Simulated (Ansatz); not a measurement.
Y₄Zr₃O₁₂ in space group P-1 (No. 2; Pearson symbol aP19), PBE (plane waves, PAW; program Ansatz), all energies at zero smearing, with the estimated change up to a 700 eV cutoff added, with one set of potentials and settings (totals compare only within such a set). Cell of 19 atoms (4 Y, 3 Zr, 12 O): -34793.015 eV.

```json
[
 {"element": "Y", "reference phase": "P6_3/mmc, 2 atoms in the cell", "E (eV/atom)": "-3848.6668"},
 {"element": "Zr", "reference phase": "P6_3/mmc, 2 atoms in the cell", "E (eV/atom)": "-4183.8362"},
 {"element": "O", "reference phase": "C2/m, 4 atoms in the cell, spin-polarised", "E (eV/atom)": "-565.0000"}
]
```

Formation energy per atom, worked out: (-34793.015 − 4×(-3848.6668) − 3×(-4183.8362) − 12×(-565.0000))/19 = -3.518 eV/atom (-339 kJ per mol of atoms), at 0 K, without zero-point energy or fitted corrections.

The workflow started from a Materials Project entry (that database holds measured and hypothetical structures alike); the Crystallography Open Database copy checked does not list it. Entries of such low symmetry are often ordered models of mixed-site phases. Its standing as an ambient phase is unchecked. The cell was relaxed with PBE under the symmetry of its start; its stability against distortions is not shown here. The run is not spin-polarised. The references are the lowest solids computed at this level, not always the standard phases (solids in place of the gases).

Potentials: the later of the program's two PAW sets.
